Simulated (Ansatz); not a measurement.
B$_{2}$O$_{3}$ in space group P-62c (No. 190; O on 6h, B on 2d, B on 2b) at seven volumes, r²SCAN+D4 (plane waves, PAW; program Ansatz), shape and atoms relaxed at each. One row is withheld.

```csv
V (Å³/atom),P (GPa)
9.623,3.30
9.940,1.85
10.257,0.78
10.575,0.00
10.892,?
11.209,-0.92
11.526,-1.14
```

### Question
Fit the shown pressures and predict the withheld one.

### Answer
Third-order Birch–Murnaghan: P = (3/2)B₀(x^(7/2) − x^(5/2))[1 + (3/4)(B′ − 4)(x − 1)] with x = (V₀/V)^(2/3). Least squares on the six rows gives V₀ = 10.574 Å³/atom, B₀ = 21.87 GPa, B′ = 10.71. At V = 10.892, x = 0.9804 and P = -0.55 GPa. The run itself gave -0.55 GPa.

The start of the workflow was typed in or built on a structure type; neither database checked (COD, Materials Project) lists it. COD files the formula under space group No. 144, 152. Whether it is the stable phase at ambient conditions was not checked. The cell was relaxed with r²SCAN+D4 under the symmetry of its start; whether a distortion lowers the energy is not shown.

Potentials: the earlier of the program's two PAW sets. The files were generated under PBE; for other functionals the program regenerates the frozen cores, and for LDA and PBEsol the local potential too.
